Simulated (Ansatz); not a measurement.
Cu Kα1 powder pattern (kinematic, no thermal factors).
2θ (°) (relative intensity): 15.50 (33), 23.34 (5), 31.30 (45), 35.42 (100), 36.31 (1), 38.87 (21), 42.85 (6), 47.73 (2), 47.98 (79), 56.33 (1), 60.82 (5), 63.59 (17), 65.30 (5), 65.89 (4), 68.33 (4), 68.72 (1), 72.58 (22), 74.94 (10), 76.53 (17), 77.09 (3), 83.26 (2), 83.44 (15)

The pattern is computed from a structure relaxed with Ansatz 0.2.0, DFT PBE, scalar-relativistic, plane waves, PAW. No spin polarisation. Its elements are Cd, S, Zn.

Q: Give the structure.

A: ZnCd$_{2}$S.
Space group P6/mmm (No. 191). a = 2.924 Å, b = 2.924 Å, c = 11.423 Å, α = 90.00°, β = 90.00°, γ = 120.00°
```tsv
atom	site	symmetry	x	y	z
Zn	1b	6/mmm	0.0000	0.0000	0.5000
Cd	2e	6mm	0.0000	0.0000	0.2417
S	1a	6/mmm	0.0000	0.0000	0.0000
```

A pattern alone doesn't exclude other cells with like lines; this is the one computed.

Another cell of ZnCd2S relaxed alike, in P6_3/mmc, lies 0.33 eV/atom lower, so this cell isn't the stable form at this level.

It was reached by relaxing an invented guess, and it needn't be the stable form of this composition.
